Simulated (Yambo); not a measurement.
CuI (space group P-3m1, No. 164), G0W0@PBEsol in Yambo with this input:

```
rim_cut
gw0
dyson
el_el_corr
HF_and_locXC
ppa
em1d
RandQpts= 1000000
RandGvec= 1 Ry
EXXRLvcs= 92 Ry
VXCRLvcs= 368 Ry
Chimod= "HARTREE"
% BndsRnXp
 9 | 209 |
%
NGsBlkXp= 8 Ry
% LongDrXp
 1.0 | 1.0 | 1.0 |
%
PPAPntXp= 27.2114 eV
% GbndRnge
 1 | 209 |
%
GTermKind= "BG"
DysSolver= "n"
ExtendOut
```

On a 3×3×2 mesh, with wavefunctions cut at 92 Ry, the gap (Γ → Γ) is 2.526 eV and the valence edge shifts by -0.687 eV.

Q: What happens with this change: 80 bands in G?

A: The gap rises by 0.043 eV, to 2.569 eV; the shift of the valence edge becomes -0.677 eV. Neither run is shown to be the converged limit.

Spin-orbit coupling is not included.

Geometry relaxed with PBE+D3(BJ); primitive cell a = b = 4.068 Å, c = 7.095 Å, α = β = 90.00°, γ = 120.00°.

This is not the ordinary phase of the substance; no match was found in the copy of COD used, and its stability was not checked.

A shift is the quasiparticle energy of the state minus its PBEsol energy.
